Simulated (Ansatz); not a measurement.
The relaxed structure here is a generated cell of RbHgBr3: the first start was made by placing the elements on the sites of a structure type, and the end was not matched to a known phase here, so it may be hypothetical.

A structure of RbHgBr$_{3}$ relaxed with r2SCAN (plane waves to 500 eV, PAW, scalar-relativistic; Ansatz, an electronic-structure program); single points at other levels follow on the same geometry (Ansatz, PAW; HSE06 at 420 eV on a 3×2×3 k-mesh; no spin-orbit coupling). Space group Pnma (No. 62).

Space group Pnma (No. 62); a = 8.467 Å, b = 11.667 Å, c = 7.068 Å, α = 90.00°, β = 90.00°, γ = 90.00°

| atom | site | symmetry | x | y | z |
|---|---|---|---|---|---|
| Rb | 4c | .m. | 0.1090 | 0.7500 | 0.4591 |
| Hg | 4a | -1 | 0.0000 | 0.0000 | 0.0000 |
| Br | 4c | .m. | 0.4841 | 0.2500 | 0.4387 |
| Br | 8d | 1 | 0.1615 | 0.0348 | 0.7004 |

| level | gap (eV) | kind | conduction minimum |
|---|---|---|---|
| r2SCAN | 1.51 | direct | Γ |
| HSE06 | ___ | – | ___ |

### Question
Complete the blanks.

### Answer

- HSE06, gap (eV): 2.04
- HSE06, conduction minimum: Γ

For this cell size the semilocal gaps come from the SCF mesh and high-symmetry points. No spin polarisation in the result.

The run could not lose the symmetry of its start: the end is stationary, and may be a saddle point rather than a minimum.
